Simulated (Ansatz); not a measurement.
The start is a generated cell, Al built in the diamond structure type. The cell and all atomic positions are relaxed at zero pressure with PBEsol (plane waves to 420 eV, PAW, scalar-relativistic; Ansatz, a program for electronic structure). The first steps use a coarse 10×10×10 k-mesh.

Starting cell:
```
CELL_PARAMETERS angstrom
      0.00000     2.74904     2.74904
      2.74904     0.00000     2.74904
      2.74904     2.74904     0.00000
ATOMIC_POSITIONS crystal
  Al 0.25000 0.25000 0.25000
  Al 0.00000 0.00000 0.00000
```

Question: What pressure does the first self-consistent step give?

Answer: +17.4 GPa (positive: the cell is compressed).

Question: How much energy is released per atom?

Answer: 0.27 eV/atom.

Question: How does the volume per atom move from start to end?

Answer: +29.6 %, from 20.78 to 26.93 Å³/atom.

Question: How do the shortest distances between atoms change?

Answer: The closest pairs of elements (up to four, under 3.6 Å), start → end: Al–Al 2.38 → 2.60 Å.

Question: What band gap does the relaxed structure have at this level?

Answer: Zero (metallic).

Question: What does it relax into? Give the structure.

Answer: 
Space group Fd-3m, origin choice 1 (No. 227); a = 5.995 Å, b = 5.995 Å, c = 5.995 Å, α = 90.00°, β = 90.00°, γ = 90.00°

| atom | site | symmetry | x | y | z |
|---|---|---|---|---|---|
| Al | 8a | -43m | 0.0000 | 0.0000 | 0.0000 |
(The calculation used a cell of 2 atoms; values per cell refer to that cell.)

The space group stays Fd-3m (No. 227) (the run could not lower it); the end is diamond type, with 2 atoms in the primitive cell. Final values are on a 13×13×13 k-mesh of the relaxed cell. No spin polarisation in the result.

The run could not lose the symmetry of its start, so the end can be a saddle point.

All atoms sit on sites fixed by symmetry, so only the cell could relax.

The relaxed structure here is a generated cell of Al: the first start was made by placing the elements on the sites of a structure type, and the end was not matched to a known phase here, so it may be hypothetical. Known forms of Al include space group No. 225.
